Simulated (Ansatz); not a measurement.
Relaxing one composition in several structure types shows which are competitive, which pressure would favour, and how volume and gap change with structure.

The reference row is TaSi, WC type, P-6m2. The reference is the lowest phase computed, which need not be the stable form in nature.

Levels of theory (Ansatz, a plane-wave PAW program): energy: PBE, total energy at 0 K with the change to a 700 eV cutoff added (comparable within one formula alone); volume per atom: PBE, relaxed cell; gap: PBE; bulk modulus: PBE, equation-of-state fit.

Started from generated or typed cells, with no claim that the phase is known: TaSi, NbAs type, I4₁md; TaSi, CoSn type, P6/mmm; TaSi, rock salt; TaSi, WC type, P-6m2; TaSi, CsCl type. No gap (0.00) means none at this level, which can close a small real gap. Spin–orbit coupling is left out unless named.

The figures follow from the printed values by these rules: ΔE = E − E_ref; ΔV = V − V_ref; temperature scale ΔE/k_B = 11.605 K/meV × ΔE.

```csv
crystal,E (eV/atom),V (Å³/atom),gap (eV),B₀ (GPa),ΔE (meV/atom),ΔV (Å³/atom),ΔE/k_B (K)
"TaSi, NbAs type, I4₁md",−5284.179,17.11,0.00,166,83.9,1.02,970
"TaSi, CoSn type, P6/mmm",−5284.067,19.17,0.00,151,241.0,3.08,2800
"TaSi, rock salt",−5284.082,17.07,0.00,162,226.0,0.98,2600
"TaSi, WC type, P-6m2, reference",−5284.308,16.09,0.00,176,0.0,0.00,0
"TaSi, CsCl type",−5284.110,15.66,0.00,182,198.0,−0.43,2300
```

A slip was made in one value of «ΔE (meV/atom)» and carried on. Locate it and redo the row.

The row of TaSi, NbAs type, I4₁md shows 83.9. From its own inputs, ΔE = 1000 × (−5284.179 − (−5284.308)) = 129.0 meV/atom. Carried on: ΔE/k_B: 11.605 × 129.0 = 1500 K. The other rows agree with the rules.

With the correction: By ΔE (lowest first): TaSi, WC type, P-6m2 (0.0 ± 5.0), TaSi, NbAs type, I4₁md (129.0 ± 5.0), TaSi, CsCl type (198.0 ± 5.0), TaSi, rock salt (226.0 ± 5.0), TaSi, CoSn type, P6/mmm (241.0 ± 5.0). The ± follows from allowances picked for this note (energy 0.004 eV/atom, 3 meV/atom on the figure itself), carried to first order and added in quadrature, each row's own inputs moving alone; ≈ joins neighbours closer than their two ± added in quadrature.

Vibrational free energy is left out, and phases that were not computed could lie lower. Rows are a sample of the computed phases of this formula. Limits of the draw: a spread of over 30 meV/atom, none over 0.9 eV/atom above the reference, within 8 meV/atom of the lowest or within 3 meV/atom of a neighbour. As a rule kept out of such tables: 4f compounds, open-shell compounds run without a Hubbard term, cells found unstable in the tests at hand, cells close to a higher symmetry, and runs set to a pressure or over 12 % in volume from the crystal's fullest run.
